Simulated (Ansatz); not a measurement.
Values for one crystal, relaxed and computed with the program Ansatz at the r²SCAN level (PAW); other levels are named.

| Property | Result |
|---|---|
| Volume per atom | 14.40 Å³ |
| Electronic character | metallic (no gap) |
| Young's modulus | 192 GPa |
| Highest zone-centre frequency | 339 cm^-1 |
| Hill bulk and shear moduli | 165 and 73.6 GPa |
| Gap with spin–orbit coupling | none (metallic) |
| Mechanical stability | stable (all eigenvalues of C positive) |

### Question
Which of these materials gives this?
A) TaAl, rock salt
B) AlPd, P2_13 (Al on 4a, Pd on 4a)
C) Sc2Al, MoSi2 or CaC2 type
D) Al2Au, fluorite or antifluorite type

### Answer
B, AlPd, P2_13 (Al on 4a, Pd on 4a)

The first step of the workflow began from a Materials Project structure, measured or hypothetical; the Crystallography Open Database copy checked does not list it. With Al and Pd taken as one species the cell has the higher symmetry Pa-3, so it may be an ordered model of a mixed-site phase. Whether it is the stable phase at ambient conditions was not checked. The cell was relaxed with r²SCAN under the symmetry of its start; whether a distortion lowers the energy is not shown. The run is not spin-polarised. As this level gives no gap, shear constants depend on the k-mesh and smearing (Fermi–Dirac, 0.1 eV here). As this level gives no gap, phonon frequencies hold no LO–TO term and depend on the k-mesh and smearing (Fermi–Dirac, 0.1 eV here). Spin–orbit coupling is left out wherever it is not named.

Potentials: the earlier of the program's two PAW sets. The files were generated under PBE; for other functionals the program regenerates the frozen cores, and for LDA and PBEsol the local potential too.
